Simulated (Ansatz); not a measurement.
Input for Ansatz (plane-wave DFT, PAW):

```yaml
crystal:
  lattice:
    - [2.6924578676, 1.5544912746, 4.547188525]
    - [-2.6924578676, 1.5544912746, 4.547188525]
    - [0.0, -3.1089825492, 4.5471885251]
  atoms:
    - { symbol: Ti, position: [0.0, 0.0, 0.0] }
    - { symbol: Ti, position: [0.5, 0.5, 0.5] }
    - { symbol: Hg, position: [0.25, 0.25, 0.25] }
    - { symbol: Hg, position: [0.75, 0.75, 0.75] }
    - { symbol: O, position: [0.6665988145, 0.8334011855, 0.25] }
    - { symbol: O, position: [0.25, 0.6665988145, 0.8334011855] }
    - { symbol: O, position: [0.8334011855, 0.25, 0.6665988145] }
    - { symbol: O, position: [0.75, 0.3334011855, 0.1665988145] }
    - { symbol: O, position: [0.3334011855, 0.1665988145, 0.75] }
    - { symbol: O, position: [0.1665988145, 0.75, 0.3334011855] }
basis:
  ecutwfc: 500
kpoints:
  mp_grid: { grid: [6, 6, 6] }
  band_path:
    path:
      - [[0.0, 0.0, 0.0], [0.5, 0.5, 0.5], [0.75542222, 0.24457778, 0.5]]
      - [[0.5, -0.24457778, 0.24457778], [0.5, 0.0, 0.0], [0.0, 0.0, 0.0], [0.37228889, -0.37228889, 0.0]]
      - [[0.62771111, 0.0, 0.37228889], [0.5, 0.0, 0.5], [0.0, 0.0, 0.0]]
    npoints: 14
hamiltonian:
  xc: r2scan
scf:
  occupations: { method: gaussian, width: 0.02 }
  n_extra_bands: 25
output:
  forces: true
  stress: true
  eigenvalues: true
  populations: true
  dos: { projected: true, de: 0.02, nscf_kmesh: { grid: [9, 9, 9] } }
  bader: true
  write_density: true
  write_potential: true
  elf: true
  volumetric_format: npy
```

Run as
```bash
ansatz run input.yaml --threads 2 --pin off --max-ram 5120MiB --backend cpu --events-out ev --progress --plain --runs-dir out
```

Level of theory: DFT r2SCAN, scalar-relativistic, plane waves, PAW in Ansatz.

Part of what the program printed, abridged:

```
scf.n_extra_bands = 25 over 50 filled bands (N_el = 100.0): the run solves 75 bands
Pseudopotentials: kind: paw
Pseudopotential: Ti, paw, valence charge 12, recommended cutoff 500 eV (meta_gga)
Pseudopotential: Hg, paw, valence charge 20, recommended cutoff 500 eV (meta_gga)
Pseudopotential: O, paw, valence charge 6, recommended cutoff 500 eV (meta_gga)
Functional definition: r2SCAN
Crystal: 10 atoms, lattice volume = 114.191 Å³
Basis set: ecut = 500 eV, 2837 PW (Γ), exchange–correlation on 180×180×180 points (64 copies of the dense FFT grid, shifted against one another)
Bands: 75, of which v1, the nominal top of the filled ones, is band 50 counted from 1 (49 counted from 0)
Symmetry: 12 space group operations
Space group: R-3c (ITA 167), of the structure as read, at distance tolerance 4.9e-5 Å
k-points: 32 of 216
Initial density: superposition of atomic densities (neutral atoms: chi_scale 0, normalization atom), corrected by the library's trained network
Initial wavefunctions: pseudopotential atomic-orbital guess
Functional: x = r2scan, c = r2scan; τ floored in thin density (d = 2e-4 eV/Å³)
SCF iter   1: F=—  HF=-36081.125992 eV  |F-HF|=—  |Δ(HF+E_count)|=         —  Δρ=2.31e-2  dr2=7.20e-1  dr2_τ=5.24e-1  ethr=1.77e-3  ⟨swp⟩=5.7  Hψ=8910  notcnv=0  defer=78
SCF iter   2: F=—  HF=-36081.158499 eV  |F-HF|=—  |Δ(HF+E_count)|=   3.25e-2  Δρ=1.13e-2  dr2=7.90e-2  dr2_τ=3.76e-2  ethr=7.20e-4  ⟨swp⟩=3.0  Hψ=4376  notcnv=0  defer=551
SCF iter   3: F=—  HF=-36081.149701 eV  |F-HF|=—  |Δ(HF+E_count)|=   8.80e-3  Δρ=4.29e-3  dr2=9.87e-3  dr2_τ=1.43e-3  ethr=7.90e-5  ⟨swp⟩=2.1  Hψ=3159  notcnv=0  defer=551
SCF iter   4: F=—  HF=-36081.150475 eV  |F-HF|=—  |Δ(HF+E_count)|=   7.73e-4  Δρ=1.37e-3  dr2=1.07e-3  dr2_τ=2.71e-4  ethr=9.87e-6  ⟨swp⟩=2.0  Hψ=2695  notcnv=0  defer=551
SCF iter   5: F=—  HF=-36081.150496 eV  |F-HF|=—  |Δ(HF+E_count)|=   2.15e-5  Δρ=1.99e-4  dr2=3.05e-5  dr2_τ=4.01e-6  ethr=1.07e-6  ⟨swp⟩=2.0  Hψ=2901  notcnv=0  defer=551
SCF iter   6: F=—  HF=-36081.150637 eV  |F-HF|=—  |Δ(HF+E_count)|=   1.41e-4  Δρ=3.87e-5  dr2=1.26e-6  dr2_τ=1.59e-7  ethr=3.05e-8  ⟨swp⟩=2.0  Hψ=3542  notcnv=0  defer=551
SCF iter   7: F=—  HF=-36081.150637 eV  |F-HF|=—  |Δ(HF+E_count)|=   3.43e-7  Δρ=9.12e-6  dr2=1.02e-7  dr2_τ=7.96e-9  ethr=1.00e-10  ⟨swp⟩=14.3  Hψ=17627  notcnv=0
SCF iter   8: F=-36081.150637 eV  HF=-36081.150637 eV  |F-HF|=9.05e-9  |Δ(HF+E_count)|=   1.00e-8  Δρ=3.08e-6  dr2=1.27e-8  dr2_τ=5.48e-10  ethr=1.00e-10  ⟨swp⟩=7.0  Hψ=10476  notcnv=0
SCF 1 converged in 8 iterations: F = -36081.150637 eV  dr2 = 1.27e-8
SCF converged after 8 iterations
Free energy (F): -36081.150637 eV
Harris-Foulkes:  -36081.150637 eV  (|F-HF|=9.05e-9)
Internal energy: -36081.150637 eV  (E = F + TS)
E sigma→0 (E₀):  -36081.150637 eV
Fermi energy:    12.264706 eV
--- Per-component energies (eV) ---
  E_band       = -1137.262289
  E_kinetic    = 2804.852472
  E_local      = -7999.317284  (includes V_loc(G=0)·N_el)
  E_nonlocal   = 443.271532
  E_hartree    = 3241.429843
  E_xc         = -1042.445355
  E_vxc        = -1476.727788  (∫ρ·V_xc dr)
  E_paw        = -23010.071832  (= ΣΔE_a)
  E_vpaw       = -1489.574271  (= ΣTr[D̂ρ^β])
  E_aug_tail   = 0.007559  (compensation charges beyond the density's cutoff)
  E_vtau       = 97.364770  (kinetic-family band-sum trace: ∫τ·v_τ [+ j·A + Jᵃ·Aᵃ] dr)
  E_ewald      = -10517.881157
  E_core_change = -0.996415  (= ΣΔE_core)
  E_smearing   =  0.000000  (= −TS)
--- Forces (eV/Å), atoms counted from 1 ---
  atom   1  Ti     0.00000000     0.00000000     0.00000000
  atom   2  Ti     0.00000000     0.00000000     0.00000000
  atom   3  Hg     0.00000000     0.00000000     0.00000000
  atom   4  Hg     0.00000000     0.00000000     0.00000000
  atom   5  O     -0.00001295     0.00000000     0.00000000
  atom   6  O      0.00000647    -0.00001121     0.00000000
  atom   7  O      0.00000647     0.00001121     0.00000000
  atom   8  O     -0.00000647     0.00001121     0.00000000
  atom   9  O      0.00001295     0.00000000     0.00000000
  atom  10  O     -0.00000647    -0.00001121     0.00000000
--- Stress (GPa, compression-positive) ---
        0.004040       0.000000       0.000000
        0.000000       0.004040       0.000000
        0.000000       0.000000      -0.011533
  P = ⅓ Tr σ = -0.0012 GPa (-0.012 kbar)
--- Band table (eV; the first three rows and the last of 32) ---
  k-point 0: bands = ["-103.6103", "-103.6102", "-51.5345", "-51.5345", "-51.5333", "-51.5333", "-51.5212", "-51.5200", "-47.7551", "-47.7500", "-22.9730", "-22.9730", "-22.9417", "-22.9053", "-22.9053", "-22.8706", "-7.5659", "-6.4698", "-6.4698", "-6.0899", "-6.0850", "-6.0850", "5.5832", "5.5832", "6.0161", "6.0161", "6.1179", "6.3383", "6.3383", "6.4205", "6.4525", "6.4525", "6.4922", "6.7321", "6.7321", "6.8518", "7.5888", "7.5888", "7.9705", "7.9705", "8.1690", "8.2344", "9.4752", "10.1711", "10.1711", "10.6763", "10.8517", "10.8517", "11.3511", "11.3511", "13.1782", "13.7121", "13.7121", "13.7945", "14.6057", "15.0636", "15.0636", "15.5696", "16.2321", "16.2321", "19.2388", "19.2388", ...
  k-point 1: bands = ["-103.6103", "-103.6102", "-51.5344", "-51.5344", "-51.5334", "-51.5334", "-51.5211", "-51.5201", "-47.7547", "-47.7504", "-22.9687", "-22.9686", "-22.9370", "-22.9102", "-22.9099", "-22.8754", "-7.4664", "-6.4529", "-6.4432", "-6.1799", "-6.1144", "-6.1130", "5.4236", "5.5543", "5.8235", "5.8910", "5.9569", "6.0324", "6.1577", "6.2140", "6.4183", "6.4332", "6.8553", "6.9470", "7.1176", "7.1503", "7.3936", "7.5485", "7.9152", "8.0375", "8.2877", "8.9030", "9.5602", "10.1054", "10.2161", "10.4945", "10.5613", "10.5899", "11.2706", "11.2743", "13.5515", "13.7273", "13.9327", "14.0818", "14.8174", "15.1744", "15.2103", "15.4879", "16.3210", "16.3218", "19.0010", "19.0176", ...
  k-point 2: bands = ["-103.6103", "-103.6102", "-51.5342", "-51.5342", "-51.5336", "-51.5336", "-51.5209", "-51.5203", "-47.7538", "-47.7513", "-22.9567", "-22.9563", "-22.9240", "-22.9232", "-22.9224", "-22.8885", "-7.1949", "-6.4762", "-6.3723", "-6.3662", "-6.1912", "-6.1778", "5.1526", "5.3483", "5.5292", "5.5807", "5.8241", "5.8474", "6.0775", "6.1765", "6.3388", "6.3582", "7.0689", "7.2633", "7.3187", "7.5276", "7.6752", "7.8482", "7.9136", "8.2401", "8.3470", "9.1669", "9.5692", "9.6010", "10.1272", "10.5061", "10.5157", "10.6609", "11.0231", "11.0660", "13.8248", "13.9738", "14.3751", "14.7494", "15.0777", "15.1803", "15.2330", "15.7011", "16.7984", "16.8142", "18.3854", "18.4194",  ...
  k-point 31: bands = ["-103.6102", "-103.6102", "-51.5339", "-51.5339", "-51.5339", "-51.5339", "-51.5206", "-51.5206", "-47.7525", "-47.7525", "-22.9394", "-22.9394", "-22.9394", "-22.9394", "-22.9071", "-22.9071", "-6.8589", "-6.8589", "-6.2768", "-6.2768", "-6.2768", "-6.2768", "5.7949", "5.7949", "5.8224", "5.8224", "5.8224", "5.8224", "6.0850", "6.0850", "6.0850", "6.0850", "6.9631", "6.9631", "7.5220", "7.5220", "7.5220", "7.5220", "8.1005", "8.1005", "8.8598", "8.8598", "8.8598", "8.8598", "10.2302", "10.2302", "10.8824", "10.8824", "10.8824", "10.8824", "14.1708", "14.1708", "14.8853", "14.8853", "14.8853", "14.8853", "15.7555", "15.7555", "17.5420", "17.5420", "17.5420", "17.5420", ...
--- Löwdin populations: 10 sites ---
  site symbol q [e]
     0     Ti     10.6547
     1     Ti     10.6547
     2     Hg     18.5899
     3     Hg     18.5899
     4      O      6.8412
     5      O      6.8412
     6      O      6.8412
     7      O      6.8412
     8      O      6.8412
     9      O      6.8412
  spilling = 0.004635 (of n_electrons = 100.000000)
--- Bader charges: 10 sites ---
  site symbol charge [e]  shift [e]
     0     Ti      2.3706     0.0029
     1     Ti      2.3706     0.0029
     2     Hg      1.1200     0.0023
     3     Hg      1.1200     0.0023
     4      O     -1.1635     0.0002
     5      O     -1.1635     0.0002
     6      O     -1.1635     0.0002
     7      O     -1.1635     0.0002
     8      O     -1.1635     0.0002
     9      O     -1.1635     0.0002
  estimated error of the sums over rays = 5.3e-4 e
```

The calculation finished and met its thresholds.

Spin-orbit coupling is left out, which matters for the bands of heavy elements.